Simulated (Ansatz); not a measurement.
Y$_{2}$N (anti-CdI2 type, P-3m1) under volume change, PBE in the plane-wave PAW code Ansatz, shape and atoms relaxed at each volume.

| V (Å³/atom) | E − E(relaxed) (meV/atom) | P (GPa) |
|---|---|---|
| 19.348 | [?] | [?] |
| 19.986 | 19.3 | 5.10 |
| 20.624 | 4.6 | 2.37 |
| 21.262 | 0.0 | 0.00 |
| 21.899 | [?] | [?] |
| 22.537 | 15.8 | -3.76 |
| 23.175 | 33.7 | -5.20 |

Task: What belongs in the gaps?

Result: 
- 19.348, E − E(relaxed) (meV/atom): 45.8
- 19.348, P (GPa): 8.27
- 21.899, E − E(relaxed) (meV/atom): 4.2
- 21.899, P (GPa): -2.03

Task: What does a third-order Birch–Murnaghan fit give for V₀, B₀ and B′?

Result: V₀ = 21.26 Å³/atom, B₀ = 72.3 GPa, B′ = 4.1.

A made-up cell: these elements were put on the sites of a structure type; neither database checked (COD, Materials Project) lists it. Its standing as an ambient phase is unchecked. The cell was relaxed with PBE under the symmetry of its start; its stability against distortions is not shown here. No spin polarisation was allowed. Spin–orbit coupling is left out wherever it is not named.

Potentials: the earlier of the program's two PAW sets.
